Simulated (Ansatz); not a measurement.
CsHgCl3 (cubic perovskite)

```
CsHgCl3
1.0
    5.32511     0.00000     0.00000
    0.00000     5.32511     0.00000
    0.00000     0.00000     5.32511
Cs Hg Cl
1 1 3
Direct
  0.00000   0.00000   0.00000
  0.50000   0.50000   0.50000
  0.00000   0.50000   0.50000
  0.50000   0.00000   0.50000
  0.50000   0.50000   0.00000
```

The slice is a {110} plane (indices of the conventional cell) through the point (0.500, 0.000, 0.500) (fractional), spanned by u = [100] and v = [011] in vectors of this cell: u (5.33 Å) and v (7.53 Å, at 90° to u). It covers one period; positions are fractions (u, v).

All values below come from r2SCAN (plane waves to 500 eV, PAW, scalar-relativistic; Ansatz, a first-principles code). k mesh 9×9×9. Inside the PAW spheres the values are not all-electron values, and peaks at nuclei hang on which shells count as valence. At this level the bands of CsHgCl3 touch or barely overlap. CsHgCl3 was relaxed with its symmetry unable to fall. Spin-orbit coupling is left out, though Hg is heavy.

Sketch the electron localisation function (ELF) on this plane as a map.


```
|xx@@%=      =%@@x|
|@@@@*.      .*@@@|
|@@%#-        -#%@|
|**+:          :+*|
|..              .|
|                 |
|..              .|
|**+:          :+*|
|@@%#-        -#%@|
|@@@@*.      .*@@@|
|xx@@%=      =%@@x|
|xx@@%+      +%@@x|
|xx@@%=      =%@@x|
|@@@@*.      .*@@@|
|@@%#-        -#%@|
|**+:          :+*|
|..              .|
|                 |
|..              .|
|**+:          :+*|
|@@%#-        -#%@|
|@@@@*.      .*@@@|
|xx@@%=      =%@@x|
|xx@@%+      +%@@x|
```
Scale: ten equal steps from 0.00 (start of ' ') to 0.88 (end of '@'), in the order ' .:-=+*#%@'. Values: electron localisation function (ELF). The map has 17 points along u (one character each, u = 0 at the left) and 24 along v (v = 0 in the bottom row). Points within 0.5 Å of a nucleus are blanked (x), as the pseudised field means little there.
